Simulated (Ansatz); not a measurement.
# Thermal properties of ZrTi$_{3}$Si$_{8}$ from its phonons

Level of theory: DFT PBE, scalar-relativistic, plane waves, PAW (Ansatz 0.2.0). Settings: 420 eV plane-wave cutoff, Γ-centred 6×6×8 mesh, Fermi-Dirac smearing of 0.15 eV. No spin polarisation. Phonons by linear response, acoustic sum rule imposed.

Relaxed structure:
```
Zr Ti Si
1.0
     4.19633   -4.34376    0.00000
     4.19633    4.34376    0.00000
     0.00000    0.00000    4.88530
Zr Ti Si
1 3 8
Direct
  0.50000 0.50000 0.00000
  0.00000 0.50000 0.75197
  0.50000 0.00000 0.24803
  0.00000 0.00000 0.50000
  0.84533 0.33426 0.25707
  0.33426 0.84533 0.74293
  0.15467 0.66574 0.25707
  0.66574 0.15467 0.74293
  0.66878 0.66878 0.50000
  0.15651 0.15651 0.00000
  0.33122 0.33122 0.50000
  0.84349 0.84349 0.00000
```

The cell was found from a structure generator's guess, not taken from experiment. In a metal, frequencies and elastic constants depend on the k mesh and the smearing, soft modes and shear constants most. Some empty bands missed the eigensolver's threshold. The q mesh is coarse, so values between its points are rough.

Force constants from linear response on a 1×1×2 q mesh, interpolated to a fine mesh.

(1) What is the zero-point energy per atom?

(2) How large are the vibrational entropy and heat capacity at 300 K?

(3) Tabulate them against temperature.

## Answers

(1) 47.2 meV.

(2) S = 2.76 k_B and C_V = 2.63 k_B per atom, 88 % of the Dulong–Petit value.

(3)
```csv
T (K),F_vib (meV/atom),S (k_B/atom),C_V (k_B/atom)
100,46.0,0.53,1.18
200,36.0,1.75,2.27
300,16.4,2.76,2.63
400,-10.8,3.54,2.79
500,-44.1,4.17,2.86
600,-82.3,4.69,2.90
700,-124.7,5.14,2.93
800,-170.8,5.53,2.94
900,-220.0,5.88,2.96
1000,-272.0,6.19,2.96
```
